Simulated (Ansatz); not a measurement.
Ba (bcc (W type), Im-3m) at seven volumes, PBEsol in the plane-wave PAW code Ansatz, scaled uniformly. One row is withheld.

```json
[
 {"V (Å³/atom)": "52.747", "P (GPa)": "0.99"},
 {"V (Å³/atom)": "54.486", "P (GPa)": "0.61"},
 {"V (Å³/atom)": "56.225", "P (GPa)": "?"},
 {"V (Å³/atom)": "57.964", "P (GPa)": "0.00"},
 {"V (Å³/atom)": "59.703", "P (GPa)": "-0.25"},
 {"V (Å³/atom)": "61.442", "P (GPa)": "-0.48"},
 {"V (Å³/atom)": "63.181", "P (GPa)": "-0.68"}
]
```

Q: Fit the shown pressures and predict the withheld one.

A: Third-order Birch–Murnaghan: P = (3/2)B₀(x^(7/2) − x^(5/2))[1 + (3/4)(B′ − 4)(x − 1)] with x = (V₀/V)^(2/3). Least squares on the six rows gives V₀ = 57.963 Å³/atom, B₀ = 9.030 GPa, B′ = 3.17. At V = 56.225, x = 1.0205 and P = 0.29 GPa. The run itself gave 0.29 GPa.

The PBEsol relaxation kept the symmetry of its start. Spin–orbit coupling is left out wherever it is not named.

Potentials: the earlier of the program's two PAW sets. The files were generated under PBE; for other functionals the program regenerates the frozen cores, and for LDA and PBEsol the local potential too.
